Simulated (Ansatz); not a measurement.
Single point in Ansatz 0.2.0 with PBEsol, no spin polarisation. Cutoff 420 eV, PAW datasets, 5×6×6 Γ-centred k mesh, fermi-dirac filling (width 0.1 eV).

Computed maps in the lattice plane spanned by b (left to right, 5.70 Å, 17 points from zero) and c (bottom to top, 9.90 Å, 26 points from zero), 73° apart, at height 0.750 along a. The fields are smooth PAW ones with compensation charges, not the true ones near nuclei.

Valence density. Digits on a logarithmic scale: 0 up to 0.03 e/Å³, each further digit a factor of 1.6, 9 from 1.3 e/Å³ up:
```
24799997532100000
13567876532100000
01245555321100000
00012333210011110
00000111100011211
10001233210011221
10013577642001111
00015899984100111
00015899997310000
11014799998510111
33212589998421233
66532246775322456
98753212332123578
99975310000013579
99986421000013579
99987532100123568
78877654221234567
66666776533346776
75567999754458999
96557999975469999
97556899975458999
96556689865445899
66677666553323456
56899876532211234
46999996532100013
46899997532100001
```

Q: The cell is KGaCu₂Se₄. Which atoms lie within 0.2 Å of this plane, and where (fractions of b and c)?

A: K at (0.44, 0.64), Se at (0.04, 0.43), Ga at (0.39, 0.22), Cu at (0.89, 0.22), Se at (0.25, 0.01). The whole cell:
```xyz
16
Lattice="-7.7175 0.0000 0.0000 0.0000 0.0000 5.7010 0.0000 9.4826 2.8505" Properties=species:S:1:pos:R:3 pbc="T T T"
K    -5.7881    6.0215    4.3179
K    -1.9294    3.4612    1.4674
Cu    0.0000    0.0000    2.9691
Cu   -3.8587    0.0000    2.9691
Se   -5.7881    4.0453    1.4406
Se   -1.9294    5.4373    4.2911
Ga   -5.7881    2.0957    2.8539
Ga   -1.9294    7.3870    5.7044
Se   -7.6619    7.4059    7.1074
Se   -0.0556    2.0767    4.2569
Se   -3.9143    7.4059    7.1074
Se   -3.8032    2.0767    4.2569
Cu   -5.7881    2.0501    5.7072
Cu   -1.9294    7.4325    2.8568
Se   -5.7881    0.0702    1.4458
Se   -1.9294    9.4125    4.2963
```

Origin: a known structure type with other elements, at an estimated volume, so it need not be a known compound. Caveats: many states at the Fermi level without spin polarisation, so a magnetic state may lie lower.
